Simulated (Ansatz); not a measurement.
CoSi:
```yaml
crystal:
  lattice:
    - [4.43092, 0.00000, 0.00000]
    - [0.00000, 4.43092, 0.00000]
    - [0.00000, 0.00000, 4.43092]
  atoms:
    - { symbol: Co, position: [0.85475, 0.64525, 0.35475] }
    - { symbol: Co, position: [0.64525, 0.35475, 0.85475] }
    - { symbol: Co, position: [0.35475, 0.85475, 0.64525] }
    - { symbol: Co, position: [0.14525, 0.14525, 0.14525] }
    - { symbol: Si, position: [0.15677, 0.34323, 0.65677] }
    - { symbol: Si, position: [0.34323, 0.65677, 0.15677] }
    - { symbol: Si, position: [0.65677, 0.15677, 0.34323] }
    - { symbol: Si, position: [0.84323, 0.84323, 0.84323] }
```

Relaxed with PBE. Special points in fractions of this cell's reciprocal vectors: Γ (0.000, 0.000, 0.000); X (0.000, 0.500, 0.000); M (0.500, 0.500, 0.000); R (0.500, 0.500, 0.500); X1 (0.500, 0.000, 0.000).

Question: List the band energies nearest the Fermi level at these points for the program Ansatz at the PBE level (PAW).

Answer: In eV from the Fermi level; about four levels below and three above (degenerate sets whole), none deeper than 8.9 eV; points with the same levels are listed once.

```json
[
 {"k": "Γ", "below": "-0.90 -0.90 -0.90 -0.76 -0.76", "above": "0.01 0.01 0.01"},
 {"k": "X", "below": "-0.63 -0.63 -0.47 -0.47", "above": "1.02 1.02 1.51 1.51"},
 {"k": "M", "below": "-0.98 -0.98 -0.02 -0.02", "above": "0.60 0.60 2.02 2.02"},
 {"k": "R", "below": "-0.20 -0.20 -0.20 -0.20", "above": "5.40 5.40 5.40 5.40"}
]
```

Space group P2_13. Symmetry was held in the PBE relaxation. No spin polarisation was allowed.

Potentials: the earlier of the program's two PAW sets.
